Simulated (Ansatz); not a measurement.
Computed with Ansatz 0.2.0, DFT PBE, scalar-relativistic, plane waves, PAW. Settings: cutoff 420 eV, Γ-centred meshes spaced at most about 0.3 Å⁻¹, and about 0.25 Å⁻¹ or finer for metals (2π included), Gaussian smearing. No spin polarisation in the final relaxations.

These are static total energies at zero pressure.

Two forms of Lu4SiF were relaxed alike.

1.

```
CELL_PARAMETERS angstrom
4.60241 0.00000 0.00000
0.00000 4.60241 0.00000
0.00000 0.00000 6.88758
ATOMIC_POSITIONS crystal
Lu 0.00000 0.50000 0.24723
Lu 0.50000 0.00000 0.24723
Lu 0.00000 0.50000 0.75277
Lu 0.50000 0.00000 0.75277
Si 0.00000 0.00000 0.00000
F 0.00000 0.00000 0.50000
```

2.

```
CELL_PARAMETERS angstrom
4.67464 0.00000 0.00000
0.00000 4.67464 0.00000
0.00000 0.00000 6.61852
ATOMIC_POSITIONS crystal
Lu 0.50000 0.00000 0.74810
Lu 0.00000 0.50000 0.25190
Lu 0.50000 0.00000 0.25190
Lu 0.00000 0.50000 0.74810
Si 0.50000 0.50000 0.50000
F 0.00000 0.00000 0.00000
```

Question: Which form is favoured at zero pressure, and by what margin per atom?

Answer: Cell 1 is lower, by 53 meV/atom. Cell 1 has space group P4/mmm (No. 123), 24.3 Å³/atom and no gap on its mesh; cell 2 has space group P4/mmm (No. 123), 24.1 Å³/atom and no gap. Counting Lu or Si atoms around F (for each partner element, those within 1.25 times its shortest distance or 1.15 times the sum of covalent radii, where it is the nearest in units of that sum or under 1.3; the shortest distance is added where it is long for a bond), cell 1 has F 8 from 2.9 Å and cell 2 has F 8. In cell 1, Lu is surrounded by 2 Si at 2.86 Å, 2 F at 2.89 Å and 6 Lu at 3.25–3.48 Å; Si is surrounded by 8 Lu at 2.86 Å and 2 F at 3.44 Å; F is surrounded by 8 Lu at 2.89 Å and 2 Si at 3.44 Å. In cell 2, Lu is surrounded by 2 Si at 2.86 Å, 2 F at 2.87 Å and 6 Lu at 3.28–3.33 Å; Si has 8 Lu at 2.86 Å; F is surrounded by 8 Lu at 2.87 Å. Both come from invented guesses. A third cell relaxed alike, in P-3m1, lies 0.32 eV/atom below the lower of the two.

A magnetic state wasn't ruled out in cells without spin, among them P4/mmm at 24.3 Å³/atom, P4/mmm at 24.1 Å³/atom. Cells relaxed within their symmetry can be saddle points.
